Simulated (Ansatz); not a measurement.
A 12-atom cell of CaCd3F8 built on the fluorite structure, 12 atoms and 126 valence electrons in a cell of about 158 Å³, was run 10 times in the plane-wave code Ansatz, each time on 1 × NVIDIA H100 80GB HBM3 with 2 threads of AMD EPYC 7R13 Processor (Zen 3) (shared host).

```tsv
run	k mesh	irreducible k	cutoff (eV)	plane waves	bands	SCF iterations	wall time	peak host memory (GiB)
relaxation, PBE	4×4×6	28	420	3251	76	72	36 s	1.2
relaxation, r2SCAN	4×4×6	28	500	3967	76	31	13 s	1.2
bands, PBE	4×4×6	28	420	3079	70	7	?	?
single point, r2SCAN	4×4×6	28	500	3967	70	8	?	?
single point, HSE06	2×2×4	9	420	3079	70	17	?	?
single point, PBE+SOC	4×4×6	28	420	3079	140	11	16 s	1.3
field response, r2SCAN	4×4×6	52	500	3967	76	11	?	?
relaxation, PBEsol	4×4×6	28	420	3079	76	47	15 s	1.2
Γ phonons, PBEsol	4×4×6	52	420	3079	76	17	?	?
single point, PBE0	2×2×4	9	420	3079	70	16	34 s	2
```

**Question.** Estimate the missing times and memories.

**Answer.**

| run | wall time | peak host memory (GiB) |
| --- | --- | --- |
| field response, r2SCAN | 72 s | 3.9 |
| single point, r2SCAN | 11 s | 1.3 |
| bands, PBE | 14 s | 1.2 |
| single point, HSE06 | 32 s | 2 |
| Γ phonons, PBEsol | 62 s | 3.4 |

Only the levels marked +SOC include spin-orbit coupling.
